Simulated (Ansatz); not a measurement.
# Ca started on a Cs site in cubic perovskite CsSnI3, 40 atoms, charge +1

All numbers come from Ansatz (PAW, plane waves, no spin–orbit coupling) at the single k point (¼, ¼, ¼) without its symmetry partners. The atoms were relaxed with PBEsol in a fixed cell; other functionals are single points on those atoms unless said otherwise. The valence top and gap of the host come from its small cell on a dense mesh, with the band extrema sought between the mesh points, lined up by the mean potential, PBEsol gap 0.15 eV, HSE06 gap 0.52 eV. The charge correction uses an assumed dielectric constant of 30.

Relaxed structure:

```xyz
40
Lattice="12.3145 0.0000 0.0000 0.0000 12.3145 0.0000 0.0000 0.0000 12.3145" Properties=species:S:1:pos:R:3 pbc="T T T"
Cs   12.1435   12.3094   12.2501
Cs   12.0751    0.0017    6.3955
Cs   12.0521    6.1324   12.0302
Cs   12.0778    6.1441    6.4209
Cs    6.3288   12.3143   12.1000
Cs    6.5238   12.3095    6.5274
Cs    6.4370    6.1535   12.0342
Ca    4.7614    6.1445    4.7216
Sn    3.0324    2.9209    3.0245
Sn    3.1581    3.0988    9.2896
Sn    3.0229    9.3519    3.0193
Sn    3.1521    9.2281    9.2954
Sn    9.3016    3.1155    3.1569
Sn    9.2927    3.0835    9.2893
Sn    9.2963    9.2385    3.1531
Sn    9.2886    9.2197    9.2867
I     3.1132    2.4704    0.0045
I     3.1947    3.8363    6.1218
I     3.1210    9.8708   12.3098
I     3.1925    8.4516    6.1215
I     9.2968    3.1210    0.0658
I     9.3220    2.9606    6.2161
I     9.3116    9.1913    0.0677
I     9.3147    9.3372    6.2165
I     0.0190    2.4707    3.1880
I     0.0692    3.1120    9.2367
I     0.0107    9.8702    3.1975
I     0.0680    9.2029    9.2484
I     6.1370    3.8408    3.1232
I     6.2189    2.9710    9.3681
I     6.1345    8.4503    3.1239
I     6.2163    9.3326    9.3638
I     3.7095   12.3062    3.6501
I     3.0990    0.0009    8.6622
I     2.5776    6.1682    2.5927
I     3.1203    6.1495    9.8831
I     8.6826   12.2968    3.0692
I     9.3495   12.3106    9.3732
I     9.9065    6.1336    3.1290
I     9.2772    6.1542    9.2568
```

Chemical potentials μ are those of reference phases of the elements at zero temperature by the same functional (the usual solids, diamond for C, grey Sn, and the molecules H2, N2, O2, F2, Cl2, Br2 and S8).

| functional | E(defect) − E(host) − Σ nμ + q·E_VBM (eV) | monopole (eV) | alignment (eV) | formation energy at E_F = VBM (eV) | moment (μB) | wall time, shared host |
| --- | --- | --- | --- | --- | --- | --- |
| PBEsol | 0.28 | 0.06 | -0.10 | 0.24 | 0 (no spin) | 20 s on NVIDIA GB200 (relaxation) |
| HSE06 | 0.16 | 0.06 | -0.10 | 0.12 | 0 (no spin) | 30 s on NVIDIA GB200 |

(1) How does the monopole term follow by hand for this cubic cell?

All elements are taken at their own reference at once; growth conditions in equilibrium with the host shift these energies, by up to the host's formation enthalpy.

The ideal cubic host may itself distort, and that gain is in these energies.

One k point and a cell of this size can leave errors of several tenths of an eV in such numbers.

Answers

(1) q²·α·e²/(4πε₀)/(2εL) with the Madelung constant α = 2.837 and e²/4πε₀ = 14.40 eV·Å: 1 × 2.837 × 14.40 / (2 × 30 × 12.314) = 0.06 eV.
